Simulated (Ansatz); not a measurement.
**InAs: relaxed-ion elastic tensor**

These are results of DFT PBEsol, scalar-relativistic, plane waves, PAW (Ansatz 0.2.0), not measurements. Settings: 420 eV plane-wave cutoff, Γ-centred 8×8×8 mesh, Fermi-Dirac smearing of 0.15 eV. No spin polarisation.

The cell is fixed (symmetry leaves no force on the atoms) and stands under 0.0 GPa:
```xyz
2
Lattice="0.0000 3.0448 3.0448 3.0448 0.0000 3.0448 3.0448 3.0448 0.0000" Properties=species:S:1:pos:R:3 pbc="T T T"
In    0.0000    0.0000    0.0000
As    1.5224    1.5224    1.5224
```

The cell is the ideal cubic zincblende prototype. Without a gap, frequencies and elastic constants depend on the k mesh and the smearing, soft modes and shear constants most.

Question: Give the relaxed-ion elastic constants (GPa, Voigt order xx yy zz yz xz xy, on the axes of the cell above).

Answer:
C11 = 78.2, C12 = 43.9, C13 = 43.9, C22 = 78.2, C23 = 43.9, C33 = 78.2, C44 = 34.9, C55 = 34.9, C66 = 34.9 GPa; the others vanish.

Question: Is the crystal stable against homogeneous strain?

Answer: Yes: the least eigenvalue of the tensor is 34.3 GPa.

Question: And the moduli of a polycrystal (Hill averages)?

Answer: B = 55 GPa, G = 26 GPa, E = 68 GPa, ν = 0.30.

The bands only touch here, so at this level the crystal is a zero-gap semiconductor or semimetal, not an ordinary metal; spin–orbit coupling, left out, can open or move such a gap.

Cost: 1 run of about 1.1 core-minutes, on Intel Xeon 6975P-C (Granite Rapids) (shared hosts).